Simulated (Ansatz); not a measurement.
**Mg$_{2}$Zn$_{3}$Te$_{5}$ (R3m) at 2 levels of theory**

One geometry, relaxed with PBE; plane waves with PAW potentials in Ansatz, scalar-relativistic. No spin polarisation. Gaps are the least over mesh and band path; pressure is positive in compression.

```cif
data_structure
_symmetry_space_group_name_H-M 'R3m:H'
_symmetry_Int_Tables_number 160
_cell_length_a 4.4532
_cell_length_b 4.4532
_cell_length_c 54.9114
_cell_angle_alpha 90.000
_cell_angle_beta 90.000
_cell_angle_gamma 120.000
_cell_volume 943.04
loop_
_atom_site_label
_atom_site_type_symbol
_atom_site_symmetry_multiplicity
_atom_site_Wyckoff_symbol
_atom_site_fract_x
_atom_site_fract_y
_atom_site_fract_z
_atom_site_occupancy
Mg1 Mg 3 a 0.33333 0.66667 0.26872 1
Mg2 Mg 3 a 0.00000 0.00000 0.19850 1
Zn1 Zn 3 a 0.00000 0.00000 0.00245 1
Zn2 Zn 3 a 0.66667 0.33333 0.13092 1
Zn3 Zn 3 a 0.33333 0.66667 0.06666 1
Te1 Te 3 a 0.33333 0.66667 0.32008 1
Te2 Te 3 a 0.00000 0.00000 0.24972 1
Te3 Te 3 a 0.66667 0.33333 0.17970 1
Te4 Te 3 a 0.33333 0.66667 0.11543 1
Te5 Te 3 a 0.00000 0.00000 0.05116 1
```

| level | cutoff (eV) | k mesh | gap (eV) | pressure (GPa) |
| --- | --- | --- | --- | --- |
| PBE | 420 | 6×6×6 | 1.27 | 0.0 |

Question: What comes out on the same cell with r2SCAN?

Answer:
```tsv
level	cutoff (eV)	k mesh	gap (eV)	pressure (GPa)
r2SCAN	500	6×6×6	1.80	-1.1
```

Spin-orbit coupling matters for the bands of heavy elements and is left out.

The cell was found from a structure generator's guess, not taken from experiment.
